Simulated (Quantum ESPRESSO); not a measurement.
**Li in NaF: local NMR parameters**

Host, cell and atoms relaxed with PBE and no dispersion term (shieldings by PBE GIPAW on JTH datasets (Quantum ESPRESSO, modified build), 30 Ha, k-mesh 3×3×3 shifted, f-sum rule met within 0.008 %):

```tsv
site	site symmetry	σ_iso (ppm)
Na (atoms 1, 3, 5, 7)	m-3m	542
F (atoms 2, 4, 6, 8)	m-3m	392
```

Its cell: a = b = c = 4.665 Å, α = β = γ = 90.00°.

Changed cell (atom 1 is the new one; 30 Ha, k-mesh 3×3×3 shifted):

```xyz
8
Lattice="4.5692 0.0000 0.0000 0.0000 4.5692 0.0000 0.0000 0.0000 4.5692" Properties=species:S:1:pos:R:3 pbc="T T T"
Li     0.0000     0.0000     0.0000
F      2.2846     0.0000     0.0000
Na     0.0000     2.2846     2.2846
F      2.2846     2.2846     2.2846
Na     2.2846     0.0000     2.2846
F      0.0000     0.0000     2.2846
Na     2.2846     2.2846     0.0000
F      0.0000     2.2846     0.0000
```
The cell was made here from a computed Materials Project entry: one of 4 Na replaced by Li, cell and atoms relaxed (PBE without dispersion, pw.x of Quantum ESPRESSO, symmetry kept). The parent is NaF in Fm-3m. The swapped cell is a model, not a known phase. Stability against distortions was not tested.

σ is an absolute shielding without the bulk-susceptibility term: within one crystal shift differences are minus those of σ, between compounds the missing term differs by several ppm. By our sweeps, such settings leave a few ppm in absolute σ. No d partial waves on Na: the paramagnetic term there is incompletely reconstructed.

**Question.** What do the sites of the changed cell show?

**Answer.** 
```json
[
 {"site": "Li (atom 1)", "distance to atom 1 (Å)": "–", "σ_iso (ppm)": "83", "change from the host": "–", "span Ω (ppm)": "0"},
 {"site": "F1 (atoms 2, 6, 8)", "distance to atom 1 (Å)": "2.28", "σ_iso (ppm)": "382", "change from the host": "-10", "span Ω (ppm)": "2"},
 {"site": "Na (atoms 3, 5, 7)", "distance to atom 1 (Å)": "3.23", "σ_iso (ppm)": "535", "change from the host": "-6", "span Ω (ppm)": "1"},
 {"site": "F2 (atom 4)", "distance to atom 1 (Å)": "3.96", "σ_iso (ppm)": "386", "change from the host": "-6", "span Ω (ppm)": "0"}
]
```
Ω = σ33 − σ11 is nil on cubic sites and else less certain than σ_iso.
The swap repeats in every cell, so this is an ordered compound and not a dilute impurity.
